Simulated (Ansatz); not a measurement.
Au, DFT, PBEsol, PAW with Ansatz's default frozen-core files, scalar-relativistic (Ansatz 0.2.0), run on 1 thread of Intel(R) Xeon(R) Platinum 8488C (Sapphire Rapids) on a shared host.

The geometry is COD entry 1545302, unchecked; take it as a test cell. The listed cell was then made from it by scaling, straining or moving an atom.

Command: `ansatz run input.yaml --threads 1 --pin off --max-ram 3072MiB --backend cpu --events-out ev --progress --plain --runs-dir out`

```yaml
crystal:
  lattice:
    - [2.9192042576, 0.0, 0.0]
    - [-1.4596021288, 2.528105046, 0.0]
    - [0.0, 0.0, 4.9123188226]
  atoms:
    - { symbol: Au, position: [0.3333333333, 0.6666666667, 0.75] }
    - { symbol: Au, position: [0.6666666667, 0.3333333333, 0.25] }
kpoints:
  mp_grid: { grid: [14, 14, 8] }
scf:
  occupations: { method: fermi_dirac, width: 0.03 }
hamiltonian:
  xc: pbesol
  pseudopotentials: { kind: paw }
output:
  forces: true
  stress: true
  eigenvalues: true
  efg: { contact_densities: true }
```

How large is the problem that the program sets up?

120 irreducible k-points, 701 plane waves at Γ, 23 bands.

Estimate the wall time and the peak memory.

4.3 s of wall time for 6 SCF iterations, with a peak of 0.45 GiB. Times on shared machines scatter by tens of per cent.

And the same cell and mesh by crystal-made all-electron datasets, asked for forces, stress, eigenvalues, efg, on the same hardware?

11 s, peak memory 0.55 GiB.
